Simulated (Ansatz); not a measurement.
The start is a generated trial cell of NbP in the CoSn structure type. A full variable-cell relaxation at zero pressure is run with r2SCAN (plane waves to 500 eV, PAW, scalar-relativistic; Ansatz, a quantum-chemistry and plane-wave program). First-step values are on the input's coarse k-mesh.

Ansatz input (later rounds restart from its end on a renewed k-mesh):
Ansatz 0.2 input:
```yaml
crystal:
  lattice:
    - [5.6594609, 0, 0]
    - [-2.8297304, 4.9012369, 0]
    - [0, 0, 4.566699]
  atoms:
    - { symbol: Nb, position: [0.5, 0, 0] }
    - { symbol: Nb, position: [0.5, 0.5, 0] }
    - { symbol: Nb, position: [0, 0.5, 0] }
    - { symbol: P, position: [0, 0, 0] }
    - { symbol: P, position: [0.33333333, 0.66666667, 0.5] }
    - { symbol: P, position: [0.66666667, 0.33333333, 0.5] }
basis: { ecutwfc: 500, ecutrho_ratio: 4, xc_grid: 4, fft_grid_basis: typed }
kpoints: { mp_grid: { grid: [5, 5, 5] } }
hamiltonian:
  xc: r2scan
  dispersion: none
  pseudopotentials: { kind: paw }
scf: { occupations: { method: fermi_dirac, width: 0.05 } }
relax: { f_tol: 0.01, max_steps: 100, cell: { stress_tol: 0.02 } }
output: { forces: true, stress: true }
```

Task: How large is the pressure on the unrelaxed cell, and of which sign?

Result: -17 GPa (negative: the cell is under tension).

Task: How much energy is released per atom?

Result: 0.29 eV/atom.

Task: How do the shortest distances between atoms change?

Result: The closest pairs of elements (up to four, under 3.6 Å), start → end: Nb–P 2.81 → 2.57 Å; Nb–Nb 2.83 → 2.79 Å; P–P 3.27 → 3.22 Å.

Task: What band gap does the relaxed structure have at this level?

Result: Zero (metallic).

Task: Give the final cell and atomic positions.

Result: 
Space group P6/mmm (No. 191); a = 5.5840 Å, b = 5.5840 Å, c = 3.9984 Å, α = 90.00°, β = 90.00°, γ = 120.00°

| atom | site | symmetry | x | y | z |
|---|---|---|---|---|---|
| Nb | 3f | mmm | 0.0000 | 0.5000 | 0.0000 |
| P | 1a | 6/mmm | 0.0000 | 0.0000 | 0.0000 |
| P | 2d | -6m2 | 0.3333 | 0.6667 | 0.5000 |

The space group stays P6/mmm (No. 191) (the run could not lower it); the end is AFLOW prototype AB_hP6_191_f_ad (B35, as in CoSn), with 6 atoms in the primitive cell. Final values are on a 10×10×12 k-mesh of the relaxed cell. No spin polarisation in the result.

The run could not lower the symmetry of its start; a shaken copy of this end point relaxes with r2SCAN to Cccm (No. 66), 0.02 eV/atom lower.

The relaxed structure here is a generated cell of NbP: the first start was made by placing the elements on the sites of a structure type, and the end was not matched to a known phase here, so it may be hypothetical.
